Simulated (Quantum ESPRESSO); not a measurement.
Space group Fm-3m (No. 225); a = 6.3551 Å, b = 6.3551 Å, c = 6.3551 Å, α = 90.00°, β = 90.00°, γ = 90.00°

```json
[
 {"atom": "H", "site": "24e", "symmetry": "4m.m", "x": "0.0000", "y": "0.0000", "z": "0.2430"},
 {"atom": "Mg", "site": "8c", "symmetry": "-43m", "x": "0.2500", "y": "0.2500", "z": "0.2500"},
 {"atom": "Fe", "site": "4a", "symmetry": "m-3m", "x": "0.0000", "y": "0.0000", "z": "0.0000"}
]
```
(The calculation used a cell of 9 atoms; values per cell refer to that cell.)

The geometry is that of Materials Project entry mp-23804, symmetrised and not relaxed again.

### Question
What does PBEsol (Quantum ESPRESSO, PseudoDojo norm-conserving, 90 Ry, without SOC) give for the electronic structure near the Fermi level?

### Answer
The PBEsol gap is direct, 1.76 eV at X. 

The runs are not spin-polarised; magnetic order was not tried.
